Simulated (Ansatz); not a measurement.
TaAs:
```yaml
crystal:
  lattice:
    - [3.17896, 0.00000, 0.00000]
    - [0.00000, 3.17896, 0.00000]
    - [0.00000, 0.00000, 3.17896]
  atoms:
    - { symbol: Ta, position: [0.00000, 0.00000, 0.00000] }
    - { symbol: As, position: [0.50000, 0.50000, 0.50000] }
```

Relaxed with PBEsol. Special points in fractions of this cell's reciprocal vectors: Γ (0.000, 0.000, 0.000); X (0.000, 0.500, 0.000); M (0.500, 0.500, 0.000); R (0.500, 0.500, 0.500).

List the band energies nearest the Fermi level at these points for PBEsol (plane waves, PAW; program Ansatz).

In eV from the Fermi level; about four levels below and three above (degenerate sets whole), none deeper than 8.9 eV; points with the same levels are listed once.

| k | below | above |
|---|---|---|
| Γ | -3.15 -3.15 | 0.06 0.06 0.06 |
| X | -8.46 -2.41 -2.41 -2.13 | 2.56 3.88 5.68 |
| M | -4.93 -4.93 -3.31 | 0.09 0.09 2.05 |
| R | -6.60 -6.60 -6.60 | 3.08 3.08 3.08 |

Space group Pm-3m (CsCl type). A made-up cell: these elements were put on the sites of a structure type; neither database checked (COD, Materials Project) lists it. It is not the phase usual at ambient conditions (space group No. 109). The PBEsol relaxation kept the symmetry of its start; of distortions, only those at the zone centre were tested. No spin polarisation was allowed. Spin–orbit coupling is left out wherever it is not named.

Potentials: the later of the program's two PAW sets.
